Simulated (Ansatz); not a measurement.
TiO2 in space group P2_1/c (No. 14; Ti on 4e, O on 4e, O on 4e), r²SCAN (plane waves, PAW; program Ansatz). The conduction-band minimum lies at Y2, with 1 equivalent valley. Second derivatives d²E/dk² of the lowest band at one valley (eV·Å²), along Cartesian directions:

| direction | d²E/dk² |
|---|---|
| [100] | 4.186 |
| [010] | 4.839 |
| [001] | 1.061 |
| [110] | 4.510 |
| [101] | 3.955 |
| [011] | 2.949 |

Find the principal effective masses, the density-of-states mass and the conductivity mass.

Off-diagonal terms follow from H_xy = H[110] − (H_xx + H_yy)/2, and m*/mₑ = 7.620 eV·Å² over each eigenvalue: 1.6, 1.6, 13. One valley's DOS mass (m₁m₂m₃)^(1/3) = 3.2, conductivity mass 3/(Σ 1/mᵢ) = 2.3 mₑ.

What effective density of states Nc follows at 300 K for parabolic valleys?

Nc = 2.509e19 × 1 × (3.2)^(3/2) ≈ 1.4e20 cm⁻³.

With the computed static dielectric constant 26.3 (mean of the diagonal), estimate a hydrogenic donor's binding energy and radius.

E = 13.606 eV × 2.3/26.3² ≈ 45 meV; a = 0.529 Å × ε/m* ≈ 6.0 Å. Semilocal masses tend to be too small where the gap is.

The first step of the workflow began from a Materials Project structure, measured or hypothetical; the Crystallography Open Database files this formula in space group No. 14, but the cells were not matched. It is not the phase usual at ambient conditions (space group No. 61, 136, 141). The r²SCAN relaxation kept the symmetry of its start; of distortions, only those at the zone centre were tested. No spin polarisation was allowed.

Potentials: the earlier of the program's two PAW sets.
